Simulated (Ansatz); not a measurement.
NaI:
```
NaI
1.0
    0.00000     3.23041     3.23041
    3.23041     0.00000     3.23041
    3.23041     3.23041     0.00000
Na I
1 1
Direct
  0.00000   0.00000   0.00000
  0.50000   0.50000   0.50000
```

Relaxed with r²SCAN.

### Question
Give the Bader charges and basin volumes of the independent atoms, the program Ansatz at the r²SCAN level (PAW).

### Answer


| atom | Bader charge (e) | Bader volume (Å³) |
|---|---|---|
| Na1 | +0.87 | 10.4 |
| I2 | -0.87 | 57.0 |

Space group Fm-3m (rock salt). Symmetry was held in the r²SCAN relaxation. Scalar-relativistic: spin–orbit coupling is off unless named, which matters more the heavier the elements.

Potentials: the later of the program's two PAW sets.
